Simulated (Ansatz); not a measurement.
TePb (rock salt, Fm-3m), a = b = c = 6.569 Å, α = β = γ = 90.00°; the cell used has 2 atoms.

Relaxed with PBE.

Problem. Tabulate the valence density and the electron localisation function along the shortest Pb–Te contact (3.28 Å), DFT-PBE in the program Ansatz with PAW potentials.

Solution. 

| distance from Pb (Å) | density (e/Å³) | ELF |
|---|---|---|
| 0.33 | 7.00 | 0.01 |
| 0.49 | 4.62 | 0.11 |
| 0.66 | 2.71 | 0.30 |
| 0.82 | 1.41 | 0.42 |
| 0.99 | 0.71 | 0.41 |
| 1.15 | 0.39 | 0.34 |
| 1.31 | 0.24 | 0.27 |
| 1.48 | 0.19 | 0.27 |
| 1.64 | 0.18 | 0.35 |
| 1.81 | 0.22 | 0.54 |
| 1.97 | 0.29 | 0.66 |
| 2.13 | 0.42 | 0.62 |
| 2.30 | 0.63 | 0.55 |
| 2.46 | 1.08 | 0.47 |
| 2.63 | 2.83 | 0.30 |
| 2.79 | 6.62 | 0.10 |
| 2.96 | 11.59 | 0.01 |

The density is the valence pseudo-density with augmentation charge, so density and ELF within about 1 Å of a nucleus are not all-electron values.

The PBE relaxation kept the symmetry of its start; of distortions, only those at the zone centre were tested. Spin–orbit coupling is left out wherever it is not named.

Potentials: the later of the program's two PAW sets.
